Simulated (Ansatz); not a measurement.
WSe2:
```cif
data_Se4W2
_chemical_formula_sum 'W2 Se4'
_space_group_name_H-M_alt 'P63/mmc'
_space_group_IT_number 194
_space_group_name_Hall '-P 6c 2c'
_cell_length_a 3.30260
_cell_length_b 3.30260
_cell_length_c 13.22737
_cell_angle_alpha 90.000
_cell_angle_beta 90.000
_cell_angle_gamma 120.000
loop_
_atom_site_label
_atom_site_type_symbol
_atom_site_symmetry_multiplicity
_atom_site_Wyckoff_symbol
_atom_site_fract_x
_atom_site_fract_y
_atom_site_fract_z
_atom_site_occupancy
W1 W 2 c 0.33333 0.66667 0.25000 1
Se1 Se 4 f 0.66667 0.33333 0.12423 1
```

Relaxed with r²SCAN+D4.

Question: Tabulate the valence density and the electron localisation function along the shortest W–W contact (3.30 Å), plane-wave PAW r²SCAN+D4 (Ansatz code).

Answer: 

| distance from W (Å) | density (e/Å³) | ELF |
|---|---|---|
| 0.33 | 5.31 | 0.43 |
| 0.50 | 4.85 | 0.70 |
| 0.66 | 3.14 | 0.71 |
| 0.83 | 1.53 | 0.52 |
| 0.99 | 0.66 | 0.27 |
| 1.16 | 0.36 | 0.19 |
| 1.32 | 0.27 | 0.24 |
| 1.49 | 0.23 | 0.32 |
| 1.65 | 0.22 | 0.36 |
| 1.82 | 0.23 | 0.32 |
| 1.98 | 0.27 | 0.24 |
| 2.15 | 0.36 | 0.19 |
| 2.31 | 0.66 | 0.27 |
| 2.48 | 1.53 | 0.52 |
| 2.64 | 3.14 | 0.71 |
| 2.81 | 4.85 | 0.70 |
| 2.97 | 5.31 | 0.43 |

The density is the valence pseudo-density with augmentation charge, so density and ELF within about 1 Å of a nucleus are not all-electron values.

Space group P6_3/mmc. Symmetry was held in the r²SCAN+D4 relaxation; of distortions, only those at the zone centre were tested. No spin polarisation was allowed. Spin–orbit coupling is left out wherever it is not named.

Potentials: the later of the program's two PAW sets.
